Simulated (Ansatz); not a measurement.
## Quadrupolar parameters in CsTlF₄

The cell is a computed structure from the Materials Project (it need not be an observed phase), atoms as given.

Space group Pca2_1 (No. 29); a = 8.5611, b = 6.6809, c = 8.7269 Å.

| site | Wyckoff | site symmetry | x | y | z |
| --- | --- | --- | --- | --- | --- |
| Cs | 4a | 1 | 0.1969 | 0.5133 | 0.1981 |
| Tl | 4a | 1 | 0.9941 | 0.0005 | 0.4469 |
| F9 | 4a | 1 | 0.0613 | 0.2923 | 0.5040 |
| F13 | 4a | 1 | 0.0133 | 0.0931 | 0.1972 |
| F17 | 4a | 1 | 0.7437 | 0.1217 | 0.4398 |
| F21 | 4a | 1 | 0.4204 | 0.2912 | 0.3939 |

One atom of each set is listed.

Level of theory: DFT, PBE, plane waves and PAW, scalar-relativistic, 420 eV cutoff, Γ-centred 3×4×3 k-points, Fermi–Dirac smearing 0.02 eV (Ansatz 0.2.0).

C_Q = eQV_zz/h, which is 24.18 MHz for Q = 1 b and V_zz = 10²¹ V/m²; η = (V_xx − V_yy)/V_zz.

¹³³Cs: I = 7/2, Q = -3.430 mb. Nuclear quadrupole moments: year-2017 set (Pyykkö).

| site | atoms | first shell | V_zz (10²¹ V/m²) | η | C_Q (MHz) |
| --- | --- | --- | --- | --- | --- |
| Cs | 4 | 9 F at 2.96–3.36 Å; also 1 F at 3.77 Å | 5.48 | 0.47 | -0.454 |
| Tl | 4 | 6 F at 2.09–2.29 Å | -24.9 | 0.18 | – |
| F9 | 4 | 1 Tl at 2.09 Å; also 3 Cs at 3.06–3.26 Å | 15.66 | 0.04 | – |
| F13 | 4 | 2 Tl at 2.27 Å, angle 148°; also 1 Cs at 3.22 Å | 12.69 | 0.22 | – |
| F17 | 4 | 2 Tl at 2.29 Å, angle 138°; also 1 Cs at 3.25 Å | 11.27 | 0.34 | – |
| F21 | 4 | 1 Tl at 2.10 Å; also 3 Cs at 2.96–3.20 Å | 15.60 | 0.04 | – |

At F9 and F21 V_zz points along its bond to Tl (within 1°) in each case. At F13 and F17 V_zz runs parallel to the line that joins its two neighbours (within 1°) in each case.

Tl, F have no stable isotope with a ground-state quadrupole moment in the table, so no C_Q is given.

Spin–orbit coupling is left out, which shifts gradients on Tl by a few per cent, and by more where contributions nearly cancel.

Hardware: 2 threads of Intel Xeon Processor @ 2.50GHz (Skylake/Cascade Lake) (x86_64; 62 cores open to the job, memory cap 5.0 GiB, no GPU), a shared host with a load of 0.9 a core. Wall time 92 s, CPU time 3 min, peak memory 1.3 GiB.
